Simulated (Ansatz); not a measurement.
Input and command of a plane-wave DFT calculation in Ansatz:

```yaml
crystal:
  lattice:
    - [5.0184321386, 0.0, -5.5095000335]
    - [5.0184321386, 0.0, 5.5095000335]
    - [0.0, -8.6921794384, 0.0]
  atoms:
    - { symbol: Si, position: [0.1865077796, 0.5426177916, 0.7542756704] }
    - { symbol: Si, position: [0.9704345946, 0.2975870813, 0.2583781038] }
    - { symbol: Si, position: [0.7140657503, 0.0408039394, 0.7631002263] }
    - { symbol: Si, position: [0.8861700725, 0.8944423278, 0.2382721392] }
    - { symbol: Si, position: [0.6126012744, 0.6191118925, 0.7418551455] }
    - { symbol: Si, position: [0.3865332919, 0.399512086, 0.2456540212] }
    - { symbol: Si, position: [0.1387322642, 0.1263651007, 0.7202453212] }
    - { symbol: Si, position: [0.8930245341, 0.5737532095, 0.0058014888] }
    - { symbol: Si, position: [0.6575151432, 0.3162187508, 0.4984110604] }
    - { symbol: Si, position: [0.4171121778, 0.0901134828, 0.003587167] }
    - { symbol: Si, position: [0.1689345683, 0.8042756288, 0.4955846858] }
    - { symbol: O, position: [0.866438132, 0.4147949386, 0.1335420449] }
    - { symbol: O, position: [0.6331418448, 0.1573133989, 0.6265250371] }
    - { symbol: O, position: [0.3673519364, 0.9238879873, 0.1149977972] }
    - { symbol: O, position: [0.0876364051, 0.6826522464, 0.647577817] }
    - { symbol: O, position: [0.8979588896, 0.7736038804, 0.0791259267] }
    - { symbol: O, position: [0.661895801, 0.5078319506, 0.5901027551] }
    - { symbol: O, position: [0.409337774, 0.2880273442, 0.0844879134] }
    - { symbol: O, position: [0.1782337094, 0.0144487306, 0.5659689819] }
    - { symbol: O, position: [0.1719002239, 0.3872319324, 0.2923769045] }
    - { symbol: O, position: [0.9309038753, 0.0846556812, 0.7797720749] }
    - { symbol: O, position: [0.6900684346, 0.9213729748, 0.3030117234] }
    - { symbol: O, position: [0.4001221107, 0.5942184351, 0.7864901171] }
    - { symbol: O, position: [1.0091018319, 0.7973049522, 0.365837337] }
    - { symbol: O, position: [0.7266925817, 0.5432544656, 0.8843807812] }
    - { symbol: O, position: [0.4876058934, 0.2941828071, 0.3835935217] }
    - { symbol: O, position: [0.2736016698, 0.0816827511, 0.857292503] }
    - { symbol: O, position: [0.4751214632, 0.6001960937, 0.2135500153] }
    - { symbol: O, position: [0.1654915474, 0.3410753089, 0.6793888593] }
    - { symbol: O, position: [0.988530574, 0.0955976985, 0.1937157481] }
    - { symbol: O, position: [0.6742597697, 0.830422914, 0.7177291665] }
    - { symbol: O, position: [0.353249664, 0.7240452167, 0.4544289303] }
    - { symbol: O, position: [0.0829895073, 0.5438295966, 0.9195655375] }
    - { symbol: O, position: [0.852837894, 0.3055560027, 0.4163980304] }
    - { symbol: O, position: [0.6196689129, 0.0904499641, 0.9231859072] }
  host:
    lattice:
      - [5.0184321386, 0.0, 0.0]
      - [-2.5092160693, 4.3460897192, 0.0]
      - [0.0, 0.0, 5.5095000335]
    atoms:
      - { symbol: Si, position: [0.0, 0.4764209197, 0.3333333333] }
      - { symbol: Si, position: [0.5235790803, 0.5235790803, 0.0] }
      - { symbol: Si, position: [0.4764209197, 0.0, 0.6666666667] }
      - { symbol: O, position: [0.1583702968, 0.7439649916, 0.5389839618] }
      - { symbol: O, position: [0.5855946947, 0.8416297032, 0.8723172951] }
      - { symbol: O, position: [0.2560350084, 0.4144053053, 0.2056506284] }
      - { symbol: O, position: [0.4144053053, 0.2560350084, 0.7943493716] }
      - { symbol: O, position: [0.8416297032, 0.5855946947, 0.1276827049] }
      - { symbol: O, position: [0.7439649916, 0.1583702968, 0.4610160382] }
total_charge: -2
basis:
  ecutwfc: 420
  xc_grid: 2
kpoints:
  mp_grid: { grid: [2, 2, 2], shift: [0.5, 0.5, 0.5] }
hamiltonian:
  xc: pbe
scf:
  occupations: { method: gaussian, width: 0.01 }
output:
  forces: true
  stress: false
  eigenvalues: true
  charged_corrections:
    defect_position: [0.4642281, 0.79756144, 0.26178954]
    epsilon: [[4.5616, 0.0, 0.0], [0.0, 4.5616, 0.0], [0.0, 0.0, 4.791]]
relax:
  adjacent_minimum: "off"
  f_tol: 0.025
  max_steps: 45
```

```bash
ansatz run input.yaml --threads 4 --pin off --max-ram 10240MiB --backend cpu --events-out ev --progress --plain --runs-dir out
```

Processor: Intel(R) Xeon(R) 6975P-C (Granite Rapids), 4 threads, on a host shared with other jobs.

Q: How long does it run, and how much memory does it take?

A: About 57 s on 4 threads of Intel(R) Xeon(R) 6975P-C (Granite Rapids) (shared host), peak memory 1.4 GiB. It solves 130 bands at 4 k points (the mesh reduced by the symmetry that the task leaves, which can be less than the crystal's) with about 9399 plane waves, in 144 SCF iterations over 9 ionic steps.
